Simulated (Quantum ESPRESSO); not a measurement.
# Planted mistakes on one cell of Nb2ZrF2O6

Calculated results; nothing here was measured. They come from pw.x of Quantum ESPRESSO 7.5, a plane-wave density functional program, with PseudoDojo standard norm-conserving files (v0.5 for PBE, v0.4.1 for LDA and PBEsol). The cells are made up: elements, strain and atom displacements were drawn at random, and nothing was relaxed. There is no spin polarisation, spin-orbit coupling or dispersion term.

The cell has 12 sites of a rutile lattice (two cells along c). Sites 1 to 4 hold Nb empty Zr Nb; sites 5 to 12 hold F O O O O O F O. Cell vectors in Å: (5.030, 0.000, 0.000); (0.000, 5.030, 0.000); (0.000, 0.000, 6.713). Settings: PBE, cutoff 1143 eV, 4 x 4 x 3 k mesh shifted by half a step, Fermi-Dirac smearing of 0.025 eV.

The intended run has a self-consistency threshold of 1e-07 eV, a smearing term of 0.000 eV, a pressure of -21.38 GPa and 21 iterations. Each further run changes one thing: all lengths scaled by 0.9948; atoms of sites 7 and 11 exchanged; cutoff 763 eV; files of LDA; k mesh 2 x 2 x 2; one electron added; smearing 0.79 eV; threshold 0.5 eV. A coarse mesh keeps the shift, and a charged cell sits in a uniform background.

```
run  change of free energy (eV)  smearing term -TS (eV)  change of P (GPa)  largest change of a force component (eV/Å)  iterations
  A                      -0.341                   0.000               1.23                                       0.180          21
  B                       0.801                   0.000              -0.53                                       7.748          23
  C                       7.287                  -0.021              13.40                                       1.145          22
  D                       5.520                   0.000              -7.28                                       0.386          20
  E                       0.003                   0.000              -0.01                                       0.034          20
  F                       0.108                   0.000              -1.24                                       0.121           8
  G                       2.651                   0.000             -15.89                                       0.028          21
  H                      -3.141                  -8.410               6.68                                       2.737          21
```

A rerun of the intended cell at 1467 eV and k mesh 6 x 6 x 5 moved values by no more than 0.004 eV in the cell's energy, 0.04 GPa in stress and 0.002 eV/Å in force.

Question: which change belongs to which run?

## Worked reading

Run F has the fewest iterations, as a run stopped early does. Run H has the largest smearing term, as wide smearing gives. Run G has a higher energy and the largest fall in pressure, as too small a basis gives. Run A changes the volume by a factor of 0.9845; minus its pressure change over the logarithm of that factor, 79 GPa, is a rough bulk modulus with clamped atoms. Energies from files of another functional, or of a charged cell, have another zero and say nothing on stability; the pressure of a charged cell rests on the program's zero of potential too.

## Key

| run | change |
| --- | --- |
| A | all lengths scaled by 0.9948 |
| B | atoms of sites 7 and 11 exchanged |
| C | one electron added |
| D | files of LDA |
| E | k mesh 2 x 2 x 2 |
| F | threshold 0.5 eV |
| G | cutoff 763 eV |
| H | smearing 0.79 eV |